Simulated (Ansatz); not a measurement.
AlP (NiAs type, P6_3/mmc) is relaxed with plane-wave PAW PBEsol (Ansatz code). What lattice parameters of the conventional cell result?

a = 3.570 Å, c = 5.757 Å.

Is it a metal or does it have a gap at this level?

No gap at this level.

The start of the workflow was typed in or built on a structure type; neither database checked (COD, Materials Project) lists it. It is not the phase usual at ambient conditions (space group No. 216). The cell was relaxed with PBEsol under the symmetry of its start; its stability against distortions is not shown here.

Potentials: the earlier of the program's two PAW sets. The files were generated under PBE; for other functionals the program regenerates the frozen cores, and for LDA and PBEsol the local potential too.
